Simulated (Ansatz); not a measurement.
## SnO: from a starting cell to a relaxed one

The start is a relaxed SnO cell displaced along its unstable phonon at q = (½, ½, 0) of its primitive reciprocal cell (155i cm⁻¹), largest move 0.15 Å. A full variable-cell relaxation at zero pressure is run with r2SCAN (plane waves to 500 eV, PAW, scalar-relativistic; Ansatz, a first-principles code). The first steps use a coarse 10×10×11 k-mesh.

Input geometry:
```yaml
crystal:
  lattice:
    - [6.46131, 0.00000, 0.00000]
    - [3.23066, 3.23066, 0.00000]
    - [0.00000, 0.00000, 2.96463]
  atoms:
    - { symbol: Sn, position: [0.00118, 0.00000, 0.00000] }
    - { symbol: Sn, position: [0.49882, 0.00000, 0.00000] }
    - { symbol: O, position: [0.02322, 0.45357, 0.00000] }
    - { symbol: O, position: [0.47678, 0.54643, 0.00000] }
```

Question: Which atoms feel the largest initial force, and how large is it?

Answer: 0.03 eV/Å, on O3, O4 (atoms numbered as listed).

Question: How much energy is released per atom?

Answer: 0.01 eV/atom.

Question: Is the parent structure recovered?

Answer: It does not go back: it reaches Cmmm (No. 65), 0.02 eV/atom below the parent.

Question: Is the relaxed structure metallic? Give its gap.

Answer: No gap (metallic).

Question: Give the final cell and atomic positions.

Answer: 
```cif
data_O4Sn4
_chemical_formula_sum 'Sn4 O4'
_space_group_name_H-M_alt 'Cmmm'
_space_group_IT_number 65
_space_group_name_Hall '-C 2 2'
_cell_length_a 6.37034
_cell_length_b 6.81555
_cell_length_c 2.97582
_cell_angle_alpha 90.000
_cell_angle_beta 90.000
_cell_angle_gamma 90.000
loop_
_atom_site_label
_atom_site_type_symbol
_atom_site_symmetry_multiplicity
_atom_site_Wyckoff_symbol
_atom_site_fract_x
_atom_site_fract_y
_atom_site_fract_z
_atom_site_occupancy
Sn1 Sn 4 g 0.24782 0.00000 0.00000 1
O1 O 4 i 0.00000 0.20639 0.00000 1
```
(The calculation used a cell of 4 atoms; values per cell refer to that cell.)

Final values are on a 10×10×16 k-mesh of the relaxed cell. No spin polarisation in the result.

The run could not lose the symmetry of its start, so the end can be a saddle point.

Of the parent cell (P4/mmm (No. 123)): The first start was generated by placing the elements on the sites of a structure type. Materials Project lists a structure of SnO in the same space group, P4/mmm (No. 123); the sites were not compared with it, nor with measured phases. Known forms of SnO include space group No. 129.

The relaxed structure here is a generated cell of SnO: the first start was made by placing the elements on the sites of a structure type, and the end was not matched to a known phase here, so it may be hypothetical. Known forms of SnO include space group No. 129.
